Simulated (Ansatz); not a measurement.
Data:

IrC in space group P-6m2 (No. 187; Ir on 1a, C on 1d), a = b = 3.0157 Å, c = 2.6434 Å, α = β = 90.00°, γ = 120.00°.

This is the PBEsol-relaxed structure.

Question: All from the program Ansatz at the PBEsol level (PAW), unless another level is named. Predict the electronic character.

Answer: metallic (no gap).

Question: What about the density of states at the Fermi level?

Answer: 0.69 states/eV per atom (mean over ±0.08 eV).

Question: Give the formation energy from the elements (no fitted shifts).

Answer: 1.17 eV/atom.

Question: Next, the gap with spin–orbit coupling?

Answer: none (metallic).

The start of the workflow was typed in or built on a structure type; neither database checked (COD, Materials Project) lists it. Its standing as an ambient phase is unchecked. The cell was relaxed with PBEsol under the symmetry of its start. At this level the phase is dynamically unstable (imaginary phonons). No spin polarisation was allowed. Its formation energy is positive at this level, so the cell may be metastable or incomplete. The references are the lowest solids computed at this level, not always the standard phases. Spin–orbit coupling is left out wherever it is not named.

Potentials: the earlier of the program's two PAW sets. The files were generated under PBE; for other functionals the program regenerates the frozen cores, and for LDA and PBEsol the local potential too.
